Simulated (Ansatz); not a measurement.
# Fields on a plane of BP (zinc blende)

```
BP
1.0
    0.00000     2.26828     2.26828
    2.26828     0.00000     2.26828
    2.26828     2.26828     0.00000
P B
1 1
Direct
  0.75000   0.75000   0.75000
  0.00000   0.00000   0.00000
```

The slice is a {110} plane (indices of the conventional cell) through the point (0.000, 0.000, 0.000) (fractional), spanned by u = [100] and v = [1 -1 -1] in vectors of this cell: u (3.21 Å) and v (4.54 Å, at 90° to u). It covers one period; positions are fractions (u, v).

Atoms on it: P at (0.50, 0.25); B at (0.00, 0.00).

Level of theory: r2SCAN (plane waves to 500 eV, PAW, scalar-relativistic; Ansatz, a first-principles code). k mesh 12×12×12. Near the nuclei the fields are pseudised (PAW); where an atom keeps semicore shells as valence, they peak there. BP was relaxed with its symmetry unable to fall.

```
|xxxxx =*******- xxxx|
|xxxxx.+#%%%%##+.xxxx|
|xxxx -*%%@@@%%*- xxx|
|xxx -+#%@@@@@%#+- xx|
|  :-+#%@@@@@@@%#+-. |
|==+*#%@@@@@@@@@%#*+=|
|**##%%@@@@@@@@@%%##*|
|##%%%@@@@@@@@@@@%%%#|
|%%%%@@@@@@@@@@@@@%%%|
|%%%%@@@@@@@@@@@@@%%%|
|%%%%@@@@@@@@@@@@@%%%|
|%%%%%%%%%%%%%%%%%%%%|
|%%%%%%%##***##%%%%%%|
|%%%%%#*+=---=+*#%%%%|
|%%%#*+-.     .-+*#%%|
|%%%#+:         :+#%%|
|%%#*-   xxxxx   -*#%|
|%%#=.  xxxxxxx  .=#%|
|%#*-  xxxxxxxxx  -*#|
|##*-  xxxxxxxxx  -*#|
|**+:  xxxxxxxxx  :+*|
|==-:  xxxxxxxxx  :-=|
|  .   xxxxxxxxx   . |
|xxx    xxxxxxx    xx|
|xxxx    xxxxx    xxx|
|xxxxx           xxxx|
|xxxxx ..     .. xxxx|
|xxxxx :==---==: xxxx|
```
Scale: ten equal steps from 2.00 (start of ' ') to 10.58 (end of '@'), in the order ' .:-=+*#%@'. Values: electrostatic potential energy of an electron, from the cell's mean, in eV. The map has 20 points along u (one character each, u = 0 at the left) and 28 along v (v = 0 in the bottom row). Points within 0.8 Å of a nucleus are blanked (x), as the pseudised field means little there. Values under 2 eV are set to 2. The zero, the cell's mean, hangs on the PAW cores.

```
|3355778877553333222222222233335577887755|
|6677888866553322222211222222335566888877|
|7788887755443322221111112222334455778888|
|7766665544332222111111111122223344556666|
|5555444433332222111111111122223333444455|
|4444333322222211111111111111222222333344|
|3333332222221111111111111111112222223333|
|3333332222221111111111111111112222223333|
|3333332222221111111111111111112222223333|
|3333333322222211111111111111222222333333|
|4444333322222222111111111122222222333344|
|4444333333222222221111112222222233333344|
|4444443333333322222222222222333333334444|
|4444444444333333332222223333333344444444|
|4444444444444444443333334444444444444444|
|4444444455556666665555556666665555444444|
|4444445566778888776655667788887766554444|
|3344445566889999885544558899998866554444|
|3333445566889999773322337799998866554433|
|3333444466778877441100114477887766444433|
|3333334455666655220000002255666655443333|
|4444443344444433110000001133444444334444|
|5555443333333333222222222233333333334455|
|7766554433333333444444444433333333445566|
|7777665544333333445555554433333344556677|
|6666666644333333444455444433333344666666|
|3344666655443333333333333333334455666644|
|2233667766553333222222222233335566776633|
```
Scale: ten equal steps from 0.000 (start of '0') to 0.208 (end of '9'), in the order '0123456789'. Values: density of the lowest conduction band (whole band as if filled, smooth part) in e/Å³. The map has 20 points along u (two characters each, u = 0 at the left) and 28 along v (v = 0 in the bottom row). 

The density on the P–B line (1.96 Å) at its midpoint is 0.91 e/Å³ and the ELF at that point comes out as 1.0. ELF maximum in the middle third of the P–B line: 0.95, 0.9 Å from P.
